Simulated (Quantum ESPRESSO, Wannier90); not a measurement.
## Wannier functions of BN (Fmm2)

```
begin unit_cell_cart
ang
   -1.2516300000    0.0000000000   -2.1660900000
   -1.2516300000    0.0000000000    2.1660900000
    1.2516300000    3.4953150000    0.0000000000
end unit_cell_cart
begin atoms_frac
B   -0.0000500000  0.0000500000  0.0000000000
N    0.3333500000 -0.3333500000  0.0000000000
end atoms_frac
```

Cell from Materials Project (mp-685145), symmetrised, no further relaxation. Not found in the COD (Crystallography Open Database) copy used, which has the formula in other groups; not checked further. Method: PBEsol plane waves in Quantum ESPRESSO 7.5 (PseudoDojo norm-conserving files, 68 Ry, no spin polarisation, no spin-orbit coupling), Bloch states on a 12×12×12 mesh through Γ, Wannier90 4.0.1. Density: 14×14×14 mesh, cold smearing 0.01 Ry. The cell is built of weakly bound layers, chains or molecules, whose nearest atoms lie 3.57 Å apart. Database cells relaxed without dispersion often hold them too far apart, which can enlarge gaps and weakens couplings between them; spacing and stacking were not compared with the measured crystal.

Bands 2-4 form an isolated set from -9.17 to -0.02 eV relative to the valence-band maximum (on the path) and are turned into 3 Wannier functions by minimising the spread from the start: atomic waves N 2p.

Q: Where do the functions sit, how wide are they and what are they made of?

A: 
```
functions  spread (Å²)  nearest atom, distance (Å)  second atom, distance (Å)          weight on atomic waves
---------  -----------  --------------------------  -------------------------  ------------------------------
2                 1.05                      N 0.12                     B 1.36  N 2p 68 %, B 2p 21 %, B 2s 9 %
1                 1.42                      N 0.00                     B 1.44            N 2p 72 %, B 2p 27 %
```

Ω_I = 3.41 Å², Ω_total = 3.53 Å²; the interpolated bands follow pw.x to 0.4 meV rms on the path. Only this start was tried; a symmetric start can stop on a saddle, and mixtures of these functions could lower the total by at most Ω_total − Ω_I.
